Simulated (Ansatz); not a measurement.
This run works on a proposed trial structure, not on a known crystal.

Input and command of a plane-wave DFT calculation in Ansatz:

```yaml
crystal:
  lattice:
    - [3.3994403714, 0.0, 0.0]
    - [0.0, 3.3994403714, 0.0]
    - [0.0, 0.0, 11.5277089456]
  atoms:
    - { symbol: Ta, position: [0.5, 0.5, 0.6400255166] }
    - { symbol: Ta, position: [0.0, 0.0, 0.5] }
    - { symbol: Ta, position: [0.5, 0.5, 0.8739687993] }
    - { symbol: Ta, position: [0.5, 0.5, 0.1260312007] }
    - { symbol: Ta, position: [0.5, 0.5, 0.3599744834] }
    - { symbol: Si, position: [0.0, 0.0, 0.2469076601] }
    - { symbol: Si, position: [0.0, 0.0, 0.7530923399] }
    - { symbol: Pd, position: [0.0, 0.0, 0.0] }
basis:
  ecutwfc: 500
kpoints:
  mp_grid: { grid: [10, 10, 4] }
hamiltonian:
  xc: r2scan
scf:
  occupations: { method: gaussian, width: 0.1 }
output:
  forces: true
  stress: true
  eigenvalues: true
```

```bash
ansatz run input.yaml --threads 1 --pin off --max-ram 2560MiB --backend cpu --events-out ev --progress --plain --runs-dir out
```

Processor: Intel(R) Xeon(R) Platinum 8375C CPU @ 2.90GHz (Ice Lake), 1 thread, on a host shared with other jobs.

Question: Estimate time, memory and problem size.

Answer: About 64 s, peak memory 0.93 GiB. It solves 55 bands at 63 k points (after reduction by symmetry) with about 3403 plane waves, in 9 SCF iterations.
